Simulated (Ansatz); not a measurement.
A distorted cell of Ta (bcc, W type):

```
CELL_PARAMETERS angstrom
     -1.66257     1.66257     1.66257
      1.66257    -1.66257     1.66257
      1.66257     1.66257    -1.66257
ATOMIC_POSITIONS crystal
  Ta 0.00000 0.00000 0.00000
```

Computed with PBEsol (plane waves to 420 eV, PAW, scalar-relativistic; Ansatz, an electronic-structure program). k mesh 20×20×20 (Γ-centred), Fermi-Dirac smearing 0.05 eV. The energy includes the smearing's −TS. Compression counts positive. With partly filled bands, the response to shear is sensitive to the k mesh, so small differences along c/a are uncertain. Spin-orbit coupling is left out, though Ta is heavy. Ta is run without spin polarisation. Ta was relaxed with its symmetry unable to fall.

### Question
What is the stress tensor (GPa)?

### Answer
```
   -7.6      0.0      0.0
    0.0     -7.6      0.0
    0.0      0.0     -7.6
```
The pressure, a third of the trace, is -7.6 GPa.

### Question
It is the relaxed cell deformed to V/V₀ = 1.040, (c/a)/(c/a)₀ = 1.000, c along z, fractional positions held. What is its energy relative to the relaxed cell?

### Answer
17 meV/atom.

(A scan under strain: stresses follow from slopes of the energy per volume, elastic moduli from its curvatures.)
